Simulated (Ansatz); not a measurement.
MoSe:
```
CELL_PARAMETERS angstrom
      3.13471     0.00000     0.00000
      0.00000     3.13471     0.00000
      0.00000     0.00000     3.13471
ATOMIC_POSITIONS crystal
  Mo 0.00000 0.00000 0.00000
  Se 0.50000 0.50000 0.50000
```

Relaxed with r²SCAN. Special points in fractions of this cell's reciprocal vectors: Γ (0.000, 0.000, 0.000); X (0.000, 0.500, 0.000); M (0.500, 0.500, 0.000); R (0.500, 0.500, 0.500).

Question: List the band energies nearest the Fermi level at these points for r²SCAN with spin–orbit coupling (plane waves, PAW; program Ansatz).

Answer: In eV from the Fermi level; about four levels below and three above (degenerate sets whole), none deeper than 8.9 eV; points with the same levels are listed once.

```csv
k,below,above
Γ,-1.97 -1.97 -1.97 -1.97,0.56 0.56 0.56 0.56
X,-3.97 -3.97 -2.94 -2.94,0.94 0.94 1.92 1.92
M,-1.04 -1.04 -0.56 -0.56,0.41 0.41 2.24 2.24
R,-8.04 -8.04 -8.04 -8.04,2.34 2.34 2.34 2.34
```

Space group Pm-3m (CsCl type). The cell is a constructed one: a structure type filled with these elements; neither database checked (COD, Materials Project) lists it. Whether it is the stable phase at ambient conditions was not checked. The r²SCAN relaxation kept the symmetry of its start; whether a distortion lowers the energy is not shown. The run is not spin-polarised.

Potentials: the earlier of the program's two PAW sets.
